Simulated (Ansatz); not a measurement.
## Piezoelectric tensor of HfSi

Theory: DFT PBE0, scalar-relativistic, plane waves, PAW (Ansatz). Plane waves to 420 eV; Γ-centred k mesh 6×6×6; fixed occupations. No spin polarisation.

The cell is fixed (symmetry leaves no force on the atoms) and stands under -0.3 GPa:
```yaml
crystal:
  lattice:
    - [0.00000, 3.03510, 3.03510]
    - [3.03510, 0.00000, 3.03510]
    - [3.03510, 3.03510, 0.00000]
  atoms:
    - { symbol: Hf, position: [0.00000, 0.00000, 0.00000] }
    - { symbol: Si, position: [0.25000, 0.25000, 0.25000] }
```

The cell is the ideal cubic zincblende prototype; whether it is the stable structure of this composition wasn't checked. Spin–orbit coupling is left out, which can shift energies with elements as heavy as these.

Give the relaxed-ion proper piezoelectric stress tensor e_iJ (C/m², Voigt columns xx yy zz yz xz xy).

## Answers

```
x   0.000 0.000 0.000 0.240 0.000 0.000
y   0.000 0.000 0.000 0.000 0.240 0.000
z   0.000 0.000 0.000 0.000 0.000 0.240
```
Signs follow the orientation of the cell as given.

Cost: 1 run of about 36 core-minutes, on AMD EPYC 9R45 (Zen 5) (shared hosts).